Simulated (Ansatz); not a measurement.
A trial form of ScZnF₂

Theory: Ansatz, DFT PBE, scalar-relativistic, plane waves, PAW. Cutoff 420 eV, Gaussian smearing, Γ-centred meshes. Cell and atoms relax first on a coarse mesh and then on a finer one. In between, the cell is made exact in the group found at 0.06 Å. In metals the finer mesh still leaves noise of several meV/atom or more. The steps can't lower the symmetry of their start. No spin polarisation.

Recipe of this trial structure of ScZnF₂: perovskite family, infinite layers (P4/mmm, No. 123) (A site Sc; B site Zn; X site F). Lengths were set from tabulated atomic sizes, so they are only a guess.

Space group P4/mmm (No. 123). a = 4.137 Å, b = 4.137 Å, c = 2.694 Å, α = 90.00°, β = 90.00°, γ = 90.00°
```json
{"atom": "Sc", "site": "1d", "symmetry": "4/mmm", "x": "0.5000", "y": "0.5000", "z": "0.5000"}
{"atom": "Zn", "site": "1a", "symmetry": "4/mmm", "x": "0.0000", "y": "0.0000", "z": "0.0000"}
{"atom": "F", "site": "2f", "symmetry": "mmm.", "x": "0.5000", "y": "0.0000", "z": "0.0000"}
```

The zero of energy is the elements' standard structures at the same level (F₂ as a molecule); no fitted shifts are applied.

Task: Describe the relaxed structure.

Result: The symmetry stays P4/mmm (No. 123). The volume per atom grows by 22.6 %, from 11.5 to 14.1 Å³. The shortest distance goes from 2.07 Å (Zn–F) to 2.24 Å (Zn–F). The energy falls by about 0.15 eV/atom (the start's value is from the coarse mesh). Conventional cell: a = 4.474 Å, c = 2.823 Å. Sc has 8 F at 2.65 Å and 2 Sc at 2.82 Å; around Zn lie 4 F at 2.24 Å; F has 2 Zn at 2.24 Å and 4 Sc at 2.65 Å.

```xyz
4
Lattice="4.4740 0.0000 0.0000 0.0000 4.4740 0.0000 0.0000 0.0000 2.8231" Properties=species:S:1:pos:R:3 pbc="T T T"
Sc    2.2370    2.2370    1.4116
Zn    0.0000    0.0000    0.0000
F     2.2370    0.0000    0.0000
F     0.0000    2.2370    0.0000
```

Task: How does it come out in energy, and is it a metal?

Result: The formation energy is −1.59 eV/atom. The gap on the 10×10×16 mesh of the 4-atom cell is 0 eV (a metal).

Whether it is stable depends on the other phases of the system, which aren't compared here.

The last run used Gaussian smearing of 0.10 eV. An odd number of electrons in the primitive cell allows no gap without spin; a larger cell or a magnetic state could open one. A structure relaxed within its symmetry needn't be a true minimum.
